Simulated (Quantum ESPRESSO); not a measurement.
BaTiO3, space group P4mm (No. 99):

```
CELL_PARAMETERS angstrom
      3.99050     0.00000     0.00000
      0.00000     3.99050     0.00000
      0.00000     0.00000     4.04120
ATOMIC_POSITIONS crystal
  Ba 0.00000 0.00000 0.00798
  Ti 0.50000 0.50000 0.49210
  O  0.50000 0.50000 0.03553
  O  0.00000 0.50000 0.52469
  O  0.50000 0.00000 0.52469
```
The cell was made here from an entry of the Crystallography Open Database (unchecked): atoms relaxed with PBE in the measured cell (PBE without dispersion, pw.x of a modified build of Quantum ESPRESSO, symmetry kept).  Stability against distortions was not tested. The run has no spin polarisation.

| site | Wyckoff letter | site symmetry |
|---|---|---|
| Ba | a | 4mm |
| Ti | b | 4mm |
| O1 | b | 4mm |
| O2 | c | 2mm |

Cores are frozen. Against all-electron runs on small test molecules, this scheme's |Vzz| missed by −2 to +6 % on O. Ba, Ti had no test against all-electron runs. Spin–orbit coupling is left out, a limit on Ba.

### Question
Where does symmetry force the field gradient to vanish or to be axial, and what does a PBE PAW density (pw.x of Quantum ESPRESSO, JTH datasets) with the all-electron reconstruction of Petrilli and co-workers give?

### Answer
```csv
site,by symmetry,Vzz (a.u.),η_Q
Ba,"axial, η = 0 (an axis of order 3 or more)",-0.073,0.00
Ti,"axial, η = 0 (an axis of order 3 or more)",0.037,0.00
O1,"axial, η = 0 (an axis of order 3 or more)",0.158,0.00
O2,η is free,0.272,0.03
```
